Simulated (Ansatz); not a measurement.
## I: computed property card

I:
```
CELL_PARAMETERS angstrom
      3.57557    -2.16141     0.00000
      3.57557     2.16141     0.00000
      0.00000     0.00000     9.52800
ATOMIC_POSITIONS crystal
  I  0.82099 0.17901 0.87694
  I  0.32099 0.67901 0.62306
  I  0.17901 0.82099 0.12306
  I  0.67901 0.32099 0.37694
```

Space group Cmce (No. 64), molecular I2 type; conventional cell a = 7.151 Å, b = 4.323 Å, c = 9.528 Å, α = β = γ = 90.00°.

Method: LDA in the plane-wave PAW code Ansatz. Geometry: relaxed at this level of theory. Other levels are named where they apply.

### Cell and energy

```json
{
 "volume_per_atom": "36.82 Å³",
 "density": "5.72 g/cm³"
}
```

### Electronic structure

```json
{
  "band_gap": "0.68 eV (indirect)",
  "valence_band_maximum": "at R (k = 0.000, 0.500, 0.500)",
  "conduction_band_minimum": "on the Y–F0 line, 41 % of the way from Y (k = 0.435, -0.435, 0.000) (2 equivalent valleys)",
  "smallest_direct_gap_on_the_standard_path": "1.03 eV"
}
```

### Mechanics

```json
{
  "Bulk modulus (Birch–Murnaghan fit)": "15.2 GPa",
  "Pressure derivative B′": "8.0",
  "Elastic constants (relaxed ions, GPa)": "C11 = 21.0, C22 = 37.0, C33 = 71.3, C12 = 5.5, C13 = -0.5, C23 = 35.8, C44 = 43.9, C55 = 4.1, C66 = 8.2",
  "mechanical_stability": "stable (all eigenvalues of C positive)",
  "hill_bulk_and_shear_moduli": "19.4 and 12.6 GPa",
  "Young's modulus": "31.0 GPa",
  "Poisson's ratio": "0.23",
  "debye_temperature_from_the_elastic_constants": "147 K"
}
```

The cell was relaxed with LDA under the symmetry of its start. A crystal of weakly bound molecules computed without a dispersion correction: the cell and the soft elastic constants depend strongly on that. Scalar-relativistic: spin–orbit coupling is off unless named, which matters more the heavier the elements.

Potentials: the later of the program's two PAW sets.
